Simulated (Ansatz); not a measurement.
Ansatz (a program for electronic structure) input:

Ansatz 0.2 input:
```yaml
crystal:
  lattice:
    - [4.4202393547, 0.0, 0.0]
    - [-2.2101196774, 3.828039572, 0.0]
    - [0.0, 0.0, 6.4062332282]
  atoms:
    - { symbol: Ag, position: [0.0, 0.0, 0.0] }
    - { symbol: Ag, position: [0.0, 0.0, 0.5] }
    - { symbol: I, position: [0.3333333333, 0.6666666667, 0.25] }
    - { symbol: I, position: [0.6666666667, 0.3333333333, 0.75] }
kpoints:
  mp_grid: { grid: [6, 6, 4] }
  band_path:
    path:
      - [[0.0, 0.0, 0.0], [0.5, 0.0, 0.0], [0.3333333333, 0.3333333333, 0.0], [0.0, 0.0, 0.0], [0.0, 0.0, 0.5], [0.5, 0.0, 0.5], [0.3333333333, 0.3333333333, 0.5], [0.0, 0.0, 0.5]]  # Γ-M-K-Γ-A-L-H-A
      - [[0.5, 0.0, 0.5], [0.5, 0.0, 0.0]]  # L-M
      - [[0.3333333333, 0.3333333333, 0.5], [0.3333333333, 0.3333333333, 0.0]]  # H-K
      - [VBM, CBM]
    npoints: 8
basis: { xc_grid: 2 }
hamiltonian:
  xc: pbesol
  pseudopotentials: { kind: paw }
magnetization: { noncollinear: true, spin_orbit: true }
scf:
  n_extra_bands: 12
  convergence: { dr2_threshold: 0.0000000001 }
  occupations: { method: gaussian, width: 0.01 }
checkpoint: { write: soc.run }
output: { eigenvalues: true }
```

Output (shortened):

```
Pseudopotential: Ag, paw_fr, valence charge 19
Pseudopotential: I, paw_fr, valence charge 17
Functional definition: PBEsol
non-collinear run that drives no moment, with spin-orbit …
Crystal: 4 atoms, lattice volume = 108.399 Å³
Basis set: ecut = 420 eV, 2139 PW (Γ), exchange–correlation on 60×60×90 points (8 copies of the dense FFT grid, shifted against one another)
Bands: 84, of which v1, the nominal top of the filled ones, is band 72 counted from 1 (71 counted from 0)
Symmetry: 24 space group operations + 24 with time reversal
k-points: 21 of 144
Projection manifold: j_resolved (fully-relativistic pseudo-atomic orbitals)
SCF iter   1: F=—  HF=-29921.674567 eV  |F-HF|=—  |Δ(HF+E_count)|=         —  Δρ=5.01e-2  dr2=4.38e0  dr2_m=0.00e0 (ungated)  ethr=3.10e-3  |M|=0.00e0 ∫|m|=0.00e0 μB  |m|>n=0.0e0 m-floor=0.0e0 τ_xc=0.0e0  β_m=0.30  ⟨swp⟩=9.0  Hψ=4442  notcnv=0  defer=6
preconditioner: auto → Resta (q_TF=auto, 2.548 Å⁻¹)
spin=Noncollinear: Resta preconditioning applied to the charge; magnetization (m_x, m_y, m_z) channels mix plain (no charge-response kernel on spin).
SCF iter   2: F=—  HF=-29920.676409 eV  |F-HF|=—  |Δ(HF+E_count)|=   9.98e-1  Δρ=2.61e-2  dr2=1.51e0  dr2_m=0.00e0 (ungated)  ethr=3.10e-3  |M|=0.00e0 ∫|m|=0.00e0 μB  |m|>n=0.0e0 m-floor=0.0e0 τ_xc=0.0e0  β_m=0.47  ⟨swp⟩=2.7  Hψ=1279  notcnv=0  defer=154
SCF iter   3: F=—  HF=-29920.201827 eV  |F-HF|=—  |Δ(HF+E_count)|=   4.75e-1  Δρ=7.65e-3  dr2=7.77e-2  dr2_m=0.00e0 (ungated)  ethr=2.10e-3  |M|=0.00e0 ∫|m|=0.00e0 μB  |m|>n=0.0e0 m-floor=0.0e0 τ_xc=0.0e0  β_m=0.68  ⟨swp⟩=3.0  Hψ=1309  notcnv=0  defer=154
SCF iter   4: F=—  HF=-29920.180828 eV  |F-HF|=—  |Δ(HF+E_count)|=   2.10e-2  Δρ=1.69e-3  dr2=4.70e-3  dr2_m=0.00e0 (ungated)  ethr=1.08e-4  |M|=0.00e0 ∫|m|=0.00e0 μB  |m|>n=0.0e0 m-floor=0.0e0 τ_xc=0.0e0  β_m=0.80  ⟨swp⟩=3.0  Hψ=1835  notcnv=0  defer=154
SCF iter   5: F=—  HF=-29920.180460 eV  |F-HF|=—  |Δ(HF+E_count)|=   3.69e-4  Δρ=6.94e-4  dr2=7.64e-4  dr2_m=0.00e0 (ungated)  ethr=6.53e-6  |M|=0.00e0 ∫|m|=0.00e0 μB  |m|>n=0.0e0 m-floor=0.0e0 τ_xc=0.0e0  β_m=0.90  ⟨swp⟩=3.3  Hψ=1407  notcnv=0  defer=154
SCF iter   6: F=—  HF=-29920.180464 eV  |F-HF|=—  |Δ(HF+E_count)|=   3.88e-6  Δρ=1.41e-4  dr2=5.07e-5  dr2_m=0.00e0 (ungated)  ethr=1.06e-6  |M|=0.00e0 ∫|m|=0.00e0 μB  |m|>n=0.0e0 m-floor=0.0e0 τ_xc=0.0e0  β_m=0.95  ⟨swp⟩=2.0  Hψ=1189  notcnv=0  defer=154
SCF iter   7: F=—  HF=-29920.180496 eV  |F-HF|=—  |Δ(HF+E_count)|=   3.25e-5  Δρ=1.08e-4  dr2=1.05e-5  dr2_m=0.00e0 (ungated)  ethr=7.05e-8  |M|=0.00e0 ∫|m|=0.00e0 μB  |m|>n=0.0e0 m-floor=0.0e0 τ_xc=0.0e0  β_m=0.82  ⟨swp⟩=2.0  Hψ=1393  notcnv=0  defer=154
SCF iter   8: F=—  HF=-29920.180487 eV  |F-HF|=—  |Δ(HF+E_count)|=   8.94e-6  Δρ=1.72e-5  dr2=3.45e-7  dr2_m=0.00e0 (ungated)  ethr=1.46e-8  |M|=0.00e0 ∫|m|=0.00e0 μB  |m|>n=0.0e0 m-floor=0.0e0 τ_xc=0.0e0  β_m=0.91  ⟨swp⟩=2.0  Hψ=1515  notcnv=0  defer=154
SCF iter  11: F=-29920.180561 eV  HF=-29920.180561 eV  |F-HF|=7.28e-12  |Δ(HF+E_count)|=  8.73e-11  Δρ=1.56e-7  dr2=3.10e-11  dr2_m=0.00e0 (ungated)  ethr=1.00e-12  |M|=0.00e0 ∫|m|=0.00e0 μB  |m|>n=0.0e0 m-floor=0.0e0 τ_xc=0.0e0  ⟨swp⟩=11.9  Hψ=3602  notcnv=0
SCF 1 converged in 11 iterations: F = -29920.180561 eV  dr2 = 3.10e-11
NSCF: frozen V_eff on 28 k-points
NSCF: frozen V_eff on 28 k-points
NSCF: frozen V_eff on 28 k-points
NSCF: frozen V_eff on 28 k-points
NSCF: frozen V_eff on 13 k-points
NSCF: frozen V_eff on 11 k-points
NSCF: frozen V_eff on 11 k-points
NSCF: frozen V_eff on 8 k-points
NSCF: frozen V_eff on 3 k-points
NSCF: frozen V_eff on 3 k-points
NSCF: frozen V_eff on 84 k-points
SCF converged after 11 iterations
Magnetization: |M| = 0.0000 μB,  M = (+0.0000, +0.0000, +0.0000) μB
Absolute magnetization: 0.0000 μB (∫|m|)
  site 0: m = (+0.0000, +0.0000, +0.0000) μB, |m| = 0.0000 μB  (R = 1.24 Å)
  site 1: m = (+0.0000, +0.0000, +0.0000) μB, |m| = 0.0000 μB  (R = 1.24 Å)
  site 2: m = (+0.0000, +0.0000, +0.0000) μB, |m| = 0.0000 μB  (R = 1.24 Å)
  site 3: m = (+0.0000, +0.0000, +0.0000) μB, |m| = 0.0000 μB  (R = 1.24 Å)
Free energy (F): -29920.180561 eV
Harris-Foulkes:  -29920.180561 eV  (|F-HF|=7.28e-12)
Internal energy: -29920.180561 eV  (E = F + TS)
E sigma→0 (E₀):  -29920.180561 eV
Fermi energy:    10.423799 eV
--- Per-component energies (eV) ---
  E_band       = -1339.223831
  E_kinetic    = 1435.740142
  E_local      = -9278.410983  (includes V_loc(G=0)·N_el)
  E_nonlocal   = -8.755937
  E_hartree    = 4448.764137
  E_xc         = -619.538136
  E_vxc        = -722.548679  (∫ρ·V_xc dr)
  E_paw        = -17156.501825  (= ΣΔE_a)
  E_vpaw       = -1662.777607  (= ΣTr[D̂ρ^β])
  E_aug_tail   = 0.000689  (compensation charges beyond the density's cutoff)
  E_ewald      = -8742.960254
  E_core_change = 1.481608  (= ΣΔE_core)
  E_smearing   =  0.000000  (= −TS)
  E_closure    =  0.000000  (closes the sum)
  Σ components = -29920.180561   (vs F -29920.180561, Δ=0.00e0)
  [band-id]    e_kinetic+e_local+e_nonlocal+2·e_hartree+e_vxc+e_vpaw+e_augmentation_tail = -1339.224102   (vs E_band -1339.223831, Δ=-2.72e-4)
--- Band table (eV; the first three rows and the last of 21) ---
  k-point 0: bands = ["-80.6782", "-80.6782", "-80.6770", "-80.6770", "-47.7745", "-47.7745", "-47.7692", "-47.7692", "-42.6765", "-42.6765", "-42.6584", "-42.6584", "-42.6514", "-42.6514", "-42.6490", "-42.6490", "-35.7977", "-35.7977", "-35.7974", …
  k-point 1: bands = ["-80.6780", "-80.6780", "-80.6772", "-80.6772", "-47.7737", "-47.7737", "-47.7700", "-47.7700", "-42.6739", "-42.6739", "-42.6610", "-42.6610", "-42.6510", "-42.6510", "-42.6494", "-42.6494", "-35.7976", "-35.7976", "-35.7974", …
  k-point 2: bands = ["-80.6776", "-80.6776", "-80.6776", "-80.6776", "-47.7719", "-47.7719", "-47.7719", "-47.7719", "-42.6675", "-42.6675", "-42.6675", "-42.6675", "-42.6502", "-42.6502", "-42.6502", "-42.6502", "-35.7975", "-35.7975", "-35.7975", …
  k-point 20: bands = ["-80.6776", "-80.6776", "-80.6776", "-80.6776", "-47.7720", "-47.7720", "-47.7719", "-47.7719", "-42.6675", "-42.6675", "-42.6675", "-42.6675", "-42.6505", "-42.6505", "-42.6504", "-42.6504", "-35.7974", "-35.7974", "-35.7974", …
```

Cost: very roughly 5 core-minutes on shared cores.

Space group P6_3/mmc (NiAs type). The start of the workflow was typed in or built on a structure type; neither database checked (COD, Materials Project) lists it. It is not the phase usual at ambient conditions (space group No. 186, 216). Symmetry was held in the PBEsol relaxation; of distortions, only those at the zone centre were tested. No spin polarisation was allowed.

Potentials: the later of the program's two PAW sets.

Ansatz is a plane-wave DFT program.
